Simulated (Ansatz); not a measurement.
HfC:
```yaml
crystal:
  lattice:
    - [0.00000, 2.30336, 2.30336]
    - [2.30336, 0.00000, 2.30336]
    - [2.30336, 2.30336, 0.00000]
  atoms:
    - { symbol: C, position: [0.00000, 0.00000, 0.00000] }
    - { symbol: Hf, position: [0.50000, 0.50000, 0.50000] }
```

Relaxed with PBEsol. Special points in fractions of this cell's reciprocal vectors: Γ (0.000, 0.000, 0.000); X (0.500, 0.000, 0.500); U (0.625, 0.250, 0.625); K (0.375, 0.375, 0.750); L (0.500, 0.500, 0.500); W (0.500, 0.250, 0.750).

**Question.** List the band energies nearest the Fermi level at these points for PBEsol with spin–orbit coupling (plane waves, PAW; program Ansatz).

**Answer.** In eV from the Fermi level; about four levels below and three above (degenerate sets whole), none deeper than 8.9 eV; points with the same levels are listed once.

| k | below | above |
|---|---|---|
| Γ | – | 0.83 0.83 1.02 1.02 1.02 1.02 |
| X | -2.08 -2.08 -0.31 -0.31 | 0.05 0.05 5.29 5.29 |
| U | -2.89 -2.89 -1.77 -1.77 | 1.45 1.45 5.73 5.73 |
| L | -3.30 -3.30 -3.21 -3.21 | 5.25 5.25 5.26 5.26 |
| W | -3.19 -3.19 -2.62 -2.62 | 3.57 3.57 3.62 3.62 |

Space group Fm-3m (rock salt). The PBEsol relaxation kept the symmetry of its start; of distortions, only those at the zone centre were tested. The run is not spin-polarised.

Potentials: the later of the program's two PAW sets.
